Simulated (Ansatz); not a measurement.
**YTiGe (P4/nmm): electronic heat capacity and spin susceptibility from the density of states**

Computed with DFT PBEsol, scalar-relativistic, plane waves, PAW in Ansatz.

Plane waves to 420 eV, a k mesh through Γ of 10×10×6 on the computed 6-atom cell and Gaussian smearing (0.10 eV); no spin polarisation.

Relaxed cell: P4/nmm, a = 4.011 Å, b = 4.011 Å, c = 7.590 Å, α = 90.00°, β = 90.00°, γ = 90.00°, 6 atoms in the primitive cell. Whether it is the stable form of this composition wasn't checked.

The density of states at the Fermi level is 5.020 states/eV in the cell of 6 atoms (2 formula units; both spins, tetrahedra on a 15×15×9 mesh). Averaged over bins of 0.1 eV the density runs from 5.1 to 8.3 states/eV within 0.2 eV of the Fermi level, so the figure hangs on the exact place of that level.

**Question.** What Sommerfeld coefficient and Pauli susceptibility does this give?

**Answer.** Per formula unit N(E_F) = 2.510 states/eV. γ = (π²/3) k_B² N(E_F) N_A = 2.357 mJ/(mol K²) per state/eV, so γ = 5.9 mJ/(mol K²), a mole of formula units. χ_P = μ_B² N(E_F) N_A = 3.23×10⁻⁵ emu/mol per state/eV gives 8.1×10⁻⁵ emu/mol. This is the bare band result: a measured γ of the same phase is as a rule larger by a factor 1 + λ from phonons and spin fluctuations, the spin part of χ is larger by the Stoner factor, and a measured χ also holds orbital and core terms. N(E_F) at one energy is sensitive to the mesh where the density of states has sharp peaks.